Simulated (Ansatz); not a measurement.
# ScAg₄ in Ansatz, settings compared

Launch command:

```bash
ansatz run input.yaml --threads 1 --pin off --max-ram 2560MiB --backend cpu --events-out ev --progress --plain --runs-dir out
```

input.yaml:

```yaml
crystal:
  lattice:
    - [-3.776969, 3.776969, 3.413922]
    - [3.776969, -3.776969, 3.413922]
    - [3.776969, 3.776969, -3.413922]
  atoms:
    - { symbol: Sc, position: [0.125, 0.875, 0.25] }
    - { symbol: Sc, position: [0.875, 0.125, 0.75] }
    - { symbol: Ag, position: [0.354, 0.796, 0.558] }
    - { symbol: Ag, position: [0.796, 0.738, 0.442] }
    - { symbol: Ag, position: [0.738, 0.796, 0.942] }
    - { symbol: Ag, position: [0.796, 0.354, 0.058] }
    - { symbol: Ag, position: [0.646, 0.204, 0.442] }
    - { symbol: Ag, position: [0.204, 0.646, 0.942] }
    - { symbol: Ag, position: [0.262, 0.204, 0.058] }
    - { symbol: Ag, position: [0.204, 0.262, 0.558] }
  symmetry: { tolerance: 0.0003 }
kpoints:
  mp_grid: { grid: [4, 4, 4], shift: [0, 0, 0] }
magnetization:
  spin_polarized: false
scf:
  occupations: { method: tetrahedron }
hamiltonian:
  pseudopotentials: { kind: paw }
  xc: r2scan
basis:
  ecutwfc: 500
output:
  forces: true
  stress: true
  eigenvalues: true
  write_density: true
  write_potential: true
  elf: true
  volumetric_format: npy
```

Origin of the cell: a known structure type with other elements, at an estimated volume, so it need not be a known compound.

Output of this run (shortened):

```
SCF iter   1: F=—  HF=-65105.568132 eV  Δρ=1.11e-2  dr2=2.89e-1  dr2_τ=6.04e-2  defer=64
SCF iter   2: F=—  HF=-65105.683058 eV  Δρ=5.34e-3  dr2=5.23e-2  dr2_τ=4.45e-3  defer=133
SCF iter   3: F=—  HF=-65105.681833 eV  Δρ=2.04e-3  dr2=8.30e-3  dr2_τ=5.45e-4  defer=133
SCF iter   4: F=—  HF=-65105.683231 eV  Δρ=6.82e-4  dr2=1.09e-3  dr2_τ=7.40e-5  defer=133
SCF iter   5: F=—  HF=-65105.683604 eV  Δρ=2.52e-4  dr2=1.99e-4  dr2_τ=9.64e-6  defer=133
SCF iter   6: F=—  HF=-65105.683649 eV  Δρ=8.01e-5  dr2=2.57e-5  dr2_τ=4.41e-7  defer=133
SCF iter   7: F=—  HF=-65105.683444 eV  Δρ=3.08e-5  dr2=3.24e-6  dr2_τ=7.29e-8  defer=133
SCF iter   8: F=—  HF=-65105.683452 eV  Δρ=8.51e-6  dr2=1.47e-7  dr2_τ=6.26e-9  defer=133
SCF iter   9: F=-65105.683454 eV  HF=-65105.683454 eV  Δρ=2.27e-6  dr2=8.96e-9  dr2_τ=9.80e-10
SCF 1 converged in 9 iterations: F = -65105.683454 eV  dr2 = 8.96e-9
SCF converged after 9 iterations
Stability not checked: this state was not tested for a lower state beside it, because cold or Methfessel-Paxton smearing, or corrected tetrahedra, fill the levels in a way that the test cannot read (fill_not_monotonic; […]
Free energy (F): -65105.683454 eV
Harris-Foulkes:  -65105.683454 eV  (|F-HF|=3.13e-9)
Internal energy: -65105.678554 eV  (E = F + TS)
E sigma→0 (E₀):  -65105.683454 eV
Entropy (-TS):   -0.004900 eV (-0.490 meV/atom)
Fermi energy:    14.676311 eV
--- Per-component energies (eV) ---
  E_band       = -2827.644701
  E_kinetic    = 4765.640341
  E_local      = -22351.076767  (includes V_loc(G=0)·N_el)
  E_nonlocal   = 810.303506
  E_hartree    = 9916.962115
  E_xc         = -1633.542346
  E_vxc        = -2398.178895  (∫ρ·V_xc dr)
  E_paw        = -33305.882737  (= ΣΔE_a)
  E_vpaw       = -3661.129452  (= ΣTr[D̂ρ^β])
  E_aug_tail   = 0.000497  (compensation charges beyond the density's cutoff)
  E_vtau       = 172.872293  (kinetic-family band-sum trace: ∫τ·v_τ [+ j·A + Jᵃ·Aᵃ] dr)
  E_ewald      = -23303.531693
  E_core_change = -4.551470  (= ΣΔE_core)
  E_smearing   = -0.004900  (= −TS)
  Σ components = -65105.683454   (vs F -65105.683454, Δ=0.00e0)
--- Forces (eV/Å), atoms counted from 1 ---
[… 5 lines left out …]
  atom   6  Ag     2.068180     0.000000    -1.578110
  atom   7  Ag     0.000000    -2.068180     1.578110
  atom   8  Ag    -2.068180    -0.000000     1.578110
  atom   9  Ag     0.000000     2.068180     1.578110
  atom  10  Ag     2.068180    -0.000000     1.578110
  max |Σ_I F_I| component: 1.55e-15 eV/Å
--- Stress (GPa, compression-positive) ---
       15.864753       0.000000       0.000000
        0.000000      15.864753      -0.000000
        0.000000      -0.000000       6.386961
  P = ⅓ Tr σ = 12.7055 GPa (127.055 kbar)
```

The same input was run again with these changes:

1. `basis.ecutwfc` 500 → "600 eV"
2. `kpoints.mp_grid.grid` [4, 4, 4] → [3, 3, 3]
3. `crystal.symmetry` { tolerance: 0.0003 } → { detect: false }; `hamiltonian.hubbard` default → { sites: [{ species: Sc, l: d, u_eff: 5.0 }], double_counting: amf }

| run | end | SCF iterations | P (GPa) | max force component (eV/Å) | moment (μB) | ΔE(σ→0) (meV/atom) |
| --- | --- | --- | --- | --- | --- | --- |
| base | converged | 9 | 12.71 | 2.068 | – | 0 |
| 1 | converged | 9 | 12.70 | 2.068 | – | -1.40 |
| 2 | converged | 9 | 12.22 | 2.052 | – | -18.03 |
| 3 | converged | 12 | 13.58 | 2.188 | – | – |

Energies are compared only where functional, datasets, charge and starting cell are the same.

Not properties of the system: run 2 (too coarse or loose: `kpoints.mp_grid.grid` = [3, 3, 3]).

Caveats of the base run: forces and stress under tetrahedra may miss the slope of the energy; the k mesh is coarse if the cell is a metal.

Time of the base run: 41 s on 1 thread of Arm Neoverse V1 (shared host), peak memory 1 GiB, from the program's own first density.
